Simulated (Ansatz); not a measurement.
A distorted cell of AlCo (CsCl type):

```xyz
2
Lattice="2.8239 0.0000 0.0000 0.0000 2.8239 0.0000 0.0000 0.0000 2.8239" Properties=species:S:1:pos:R:3 pbc="T T T"
Al     0.0000     0.0000     0.0000
Co     1.2988     1.2988     1.2988
```

Calculation: r2SCAN (plane waves to 500 eV, PAW, scalar-relativistic; Ansatz, a program for electronic structure). k mesh 13×13×13 (Γ-centred), Fermi-Dirac smearing 0.05 eV. Energies are smeared free energies. Stress and pressure are positive under compression. With partly filled bands, energies and forces of such displacements shift with the k mesh and the smearing. AlCo was relaxed with its symmetry unable to fall. Relaxed AlCo ends ferromagnetic. The magnetic order is the one the run started from; other orders were not tried.

What forces act on the atoms (eV/Å, Cartesian)?


| atom | Fx | Fy | Fz |
|---|---|---|---|
| Al1 | -1.001 | -1.001 | -1.001 |
| Co2 | 1.001 | 1.001 | 1.001 |

Give the stress tensor in GPa and the pressure.


```
    3.1      2.4      2.4
    2.4      3.1      2.4
    2.4      2.4      3.1
```
The pressure, a third of the trace, is 3.1 GPa.

In it atom 2 sits (-0.113, -0.113, -0.113) Å away from its relaxed site. What is its energy relative to the relaxed cell?

164 meV/cell.

(For displaced atoms, the force is minus the slope of the energy, and its curvature is a force constant, which sets phonon frequencies.)
